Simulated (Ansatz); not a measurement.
## Phonons of TiNi (P4/mmm)

```xyz
2
Lattice="2.7022 0.0000 0.0000 0.0000 2.7022 0.0000 0.0000 0.0000 3.4203" Properties=species:S:1:pos:R:3 pbc="T T T"
Ti    1.3511    1.3511    1.7102
Ni    0.0000    0.0000    0.0000
```

Level of theory, where no other is named: LDA, all-electron LAPW in Ansatz 0.2.0, scalar-relativistic. k mesh 14×14×10, Fermi-Dirac smearing of 0.050 eV, basis error target 1 meV/atom. The cell was relaxed by PAW under this functional, which moved its volume by -7 % from the database entry's. This phase needn't be the one found at ambient conditions.

Atoms are displaced by 0.01 Å in the smallest supercells that hold the wave vectors of a 2×2×2 mesh. Negative values stand for unstable modes.

Problem. What are the phonon energies at the solved wave vectors, in cm⁻¹?

Solution. 

```tsv
q	point	modes (cm⁻¹)
0.000 0.000 0.000	Gamma	207.8 (×2), 238.2
0.500 0.000 0.000	X	136.7, 149.4, 159.0, 183.9, 187.8, 309.8
0.500 0.500 0.000	M	96.3, 133.6, 167.4 (×2), 300.2 (×2)
0.000 0.000 0.500	Z	131.8 (×2), 155.1, 171.8 (×2), 265.4
0.500 0.000 0.500	R	91.6, 115.1, 126.5, 152.6, 245.1, 304.9
0.500 0.500 0.500	A	152.8, 180.7, 181.3 (×2), 317.1 (×2)
```

Problem. Is the structure dynamically stable at these wave vectors?

Solution. Yes, no mode is unstable there; wave vectors off this mesh aren't tested.

Problem. How do the optical zone-centre modes decompose, and which are active?

Solution. Point group 4/mmm: Γ_opt = Eu + A2u.

```tsv
label	cm⁻¹	activity	mostly
Eu	207.8	IR	Ti (55 %)
A2u	238.2	IR	Ti (55 %)
```

In a metal the activity is that of symmetry alone; free carriers screen the infrared modes.

Problem. How well do frozen-core PAW files reproduce these all-electron values?

Solution. With a cutoff of 420 eV and displacements of 0.0025 Å, the r.m.s. difference over the modes is 0.1 cm⁻¹; the largest difference is 237.9 (PAW) against 238.2 cm⁻¹ (LAPW).

Known limits: no spin polarisation, a magnetic state may lie lower; responses of metals move with mesh and smearing; the frozen-core PAW files of the compared runs were fitted under PBE, their cores solved anew for this functional.
